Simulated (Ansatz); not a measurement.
## BaTiO3 (tetragonal-perovskite type, space group P4mm), scan of one atom of the cell

BaTiO$_{3}$ (tetragonal-perovskite type, space group P4mm)

```xyz
5
Lattice="3.9851 0.0000 0.0000 0.0000 3.9851 0.0000 0.0000 0.0000 4.2043" Properties=species:S:1:pos:R:3 pbc="T T T"
Ti     1.9926     1.9926     1.9250
Ba     0.0000     0.0000     3.9548
O      1.9926     1.9926     3.7365
O      1.9926     0.0000     1.7211
O      0.0000     1.9926     1.7211
```

In this cell atom 5 (O, nearest neighbour Ti at 2.003 Å; its periodic images, 4.0 Å or more away, move with it) is moved by s along Cartesian [111], unit vector (0.577, 0.577, 0.577); all other atoms and the cell stay fixed.

These are PBE (plane waves to 420 eV, PAW, scalar-relativistic; Ansatz, a program for electronic structure) values and carry that method's errors. k mesh 7×7×6 (Γ-centred), Fermi-Dirac smearing 0.05 eV. E stands for the smeared free energy. Stress and pressure are positive under compression. F∥ is the force on the atom along that direction. F⊥ is the part of the force across the line. BaTiO3 is run without spin polarisation. BaTiO3 was relaxed with its symmetry unable to fall. The PAW data are Ansatz's earlier set. ΔE is measured from the undisplaced structure.

```tsv
s (Å)	ΔE (meV/cell)	|F⊥| (eV/Å)	P (GPa)	F∥ (eV/Å)
-0.400	475	0.303	3.49	2.570
-0.320	294	0.189	2.20	1.949
-0.240	161	0.106	1.19	1.392
-0.160	70	0.053	0.48	0.892
-0.080	17	0.024	0.07	0.435
0.000	0	0.001	0.00	0.000
0.080	17	0.047	0.25	-0.439
0.160	71	0.151	0.84	-0.906
0.240	164	0.341	1.76	-1.421
0.320	300	0.639	3.01	-1.999
0.400	485	1.059	4.57	-2.647
```

Read from the data:

| Quantity | Value |
|---|---|
| Energy at s = 0.400 Å | 485 meV/cell |
| Force along the line at s = -0.400 Å | 2.57 eV/Å |
| Shape of the curve | a single well with its minimum at or next to zero displacement |
| Force constant k = d²E/ds² at s = 0 (finite differences) | 5.41 eV/Å² |
| Harmonic estimate at the end of the scan | ½ks² = 433 meV/cell against the computed 485 meV/cell, so the well is stiffer than harmonic there |

(For displaced atoms, the force is minus the slope of the energy, and its curvature is a force constant, which sets phonon frequencies.)
